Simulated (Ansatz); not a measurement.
Relaxed-ion elastic tensor of C in space group Fd-3m (No. 227; C on 32e) in GPa (Voigt order), PBEsol in the plane-wave PAW code Ansatz; density 1.52 g/cm³, 13.13 Å³ per atom.

|  | 1 | 2 | 3 | 4 | 5 | 6 |
|---|---|---|---|---|---|---|
| 1 | 198 | 147 | 147 | 0.0 | 0.0 | 0.0 |
| 2 | 147 | 198 | 147 | 0.0 | 0.0 | 0.0 |
| 3 | 147 | 147 | 198 | 0.0 | 0.0 | 0.0 |
| 4 | 0.0 | 0.0 | 0.0 | 69.5 | 0.0 | 0.0 |
| 5 | 0.0 | 0.0 | 0.0 | 0.0 | 69.5 | 0.0 |
| 6 | 0.0 | 0.0 | 0.0 | 0.0 | 0.0 | 69.5 |

Task: Is the crystal mechanically stable?

Result: Yes: the smallest eigenvalue of C is 51.9 GPa.

Task: Work out the Voigt, Reuss and Hill averages.

Result: K_V = 164, K_R = 164, K_H = 164; G_V = 52.1, G_R = 41.6, G_H = 46.9 GPa.

Task: Give Young's modulus, Poisson's ratio, Pugh's ratio and the universal anisotropy index.

Result: E = 9KG/(3K + G) = 128 GPa; ν = 0.37; K/G = 3.50 (ductile by the Pugh limit of 1.75); A_U = 5G_V/G_R + K_V/K_R − 6 = 1.26.

Task: Estimate the sound speeds and the Debye temperature.

Result: v_l = √((K + 4G/3)/ρ) = 12200 m/s, v_t = √(G/ρ) = 5550 m/s, mean 6260 m/s; Θ = (h/k)(3n/4πV)^(1/3) v_m = 790 K.

Task: Give the Zener ratio and Young's modulus along [100], [110] and [111].

Result: A = 2C44/(C11 − C12) = 2.68; 1/E = S11 − 2(S11 − S12 − S44/2)Γ with Γ = 0, 1/4, 1/3 gives 74.0, 134, 183 GPa.

Task: Solve the Christoffel equation for the three sound speeds along [100], [110], [111].

Result: Eigenvalues of C_ijkl n_j n_l equal ρv². In km/s, slowest first: [100] 6.77, 6.77, 11.43; [110] 4.14, 6.77, 12.62; [111] 5.16, 5.16, 13.00.

The start of the workflow was typed in or built on a structure type. Its sites differ from those of the usual phase in this space group: another stacking or structure type. The PBEsol relaxation kept the symmetry of its start; its stability against distortions is not shown here.

Potentials: the later of the program's two PAW sets.
